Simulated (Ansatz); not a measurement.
This cell of NaCl (rock salt) is off equilibrium:

```
CELL_PARAMETERS angstrom
      0.00000     5.60772     5.60772
      2.80386     0.00000     2.80386
      2.80386     2.80386     0.00000
ATOMIC_POSITIONS crystal
  Cl 0.00000 0.02872 0.98146
  Cl 0.50000 0.97128 0.01854
  Na 0.25000 0.50000 0.50000
  Na 0.75000 0.50000 0.50000
```

Calculation: r2SCAN (plane waves to 500 eV, PAW, scalar-relativistic; Ansatz, a first-principles code). k mesh 5×10×10 (Γ-centred), Fermi-Dirac smearing 0.05 eV. Compression counts positive. NaCl was relaxed with its symmetry unable to fall.

**Question.** Predict the force on every atom, in eV/Å.

**Answer.** 
```
atom      Fx      Fy      Fz
----  ------  ------  ------
Cl1   -0.055   0.100  -0.158
Cl2    0.055  -0.100   0.158
Na3    0.000   0.000   0.000
Na4    0.000   0.000   0.000
```

(For displaced atoms, the force is minus the slope of the energy, and its curvature is a force constant, which sets phonon frequencies.)
